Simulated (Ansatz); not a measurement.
**ZnNiPb, a known structure type with other elements, at an estimated volume**

```
Zn Ni Pb
1.0
     7.08830    0.00000    0.00000
     0.00000    4.45783    0.00000
     0.00000    0.00000    7.60116
Zn Ni Pb
4 4 4
Direct
  0.00194 0.25000 0.68763
  0.49806 0.75000 0.18763
  0.50194 0.25000 0.81237
  0.99806 0.75000 0.31237
  0.34605 0.25000 0.44589
  0.15395 0.75000 0.94589
  0.84605 0.25000 0.05411
  0.65395 0.75000 0.55411
  0.21043 0.25000 0.11862
  0.28957 0.75000 0.61862
  0.71043 0.25000 0.38138
  0.78957 0.75000 0.88138
```

Single point in Ansatz 0.2.0 with r2SCAN, no spin polarisation. Cutoff 500 eV, PAW datasets, 5×8×5 Γ-centred k mesh, fermi-dirac filling (width 0.1 eV).

**Question.** Metal or insulator?

**Answer.** It is a metal, with about 5.9 states/eV a cell as the mean within 0.25 eV of the Fermi level, mostly Ni d (45 %), Pb p (29 %) and Zn s (12 %).

**Question.** Describe some of the short contacts.

**Answer.** Ni–Pb at 2.62 Å: least valence density 0.35 e/Å³ and ELF 0.30 there. Zn–Ni at 3.00 Å: least valence density 0.15 e/Å³ and ELF 0.26 there. Zn–Pb at 3.07 Å: least valence density 0.17 e/Å³ and ELF 0.27 there. These are pseudo-fields; inside the PAW spheres they differ from the all-electron ones.

**Question.** What does the stress say?

**Answer.** The pressure is -5.3 GPa (compression positive), so with the atoms held at these fractions the cell would first shrink. The principal stresses -7.2, -5.1, -3.7 GPa differ, so its shape would change too.

**Question.** Which element gives electrons and which takes them?

**Answer.** Bader charges in e: Zn +0.24, Ni -0.18, Pb -0.06. In the mean Zn gives up most and Ni takes most.

**Question.** Which atom feels the largest force, and which way?

**Answer.** The largest is on Pb9 (and as large on other atoms): 0.43 eV/Å, components (0.40, 0.00, 0.18). It makes 110° with the line to a nearest neighbour, Ni6 at 2.62 Å.

Origin: a known structure type with other elements, at an estimated volume, so it need not be a known compound. Caveats: no spin polarisation, so a magnetic state may lie lower.
